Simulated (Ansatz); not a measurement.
# Structures of RbRu$_{3}$: which is lowest?

Plane-wave DFT in Ansatz with scalar-relativistic PAW potentials, cutoff 420 eV, Γ-centred meshes chosen by cell and gap, Gaussian smearing with energies taken to zero width. Every cell was relaxed (cell and atoms) in a run of its own, within the symmetry of its start. Functional: PBE.

Relaxed structures (starts from databases or built by putting these elements on another compound's sites):
A. I4/mmm, 4 atoms in the computed cell, a = 4.473 Å, c = 6.806 Å; sites (symmetry × multiplicity) Rb 4/mmm × 2, Ru -4m2 × 4 + 4/mmm × 2; start: built
B. Pm-3m, 4 atoms in the computed cell, a = 4.133 Å; sites (symmetry × multiplicity) Rb m-3m × 1, Ru 4/mm.m × 3; start: built

Problem. Rank them by energy. Could pressure change the order?

Solution.
```tsv
structure	group	E − E(lowest) (meV/atom)	V (Å³/atom)	gap on mesh (eV)
A	I4/mmm	0.0	17.02	0.00
B	Pm-3m	336	17.65	0.00
```

A is lowest, 336 meV/atom under B. The lowest is also the densest of these, so pressure wouldn't bring one of the others in at first order. Other structures may lie lower than all of these, and vibrations aren't counted.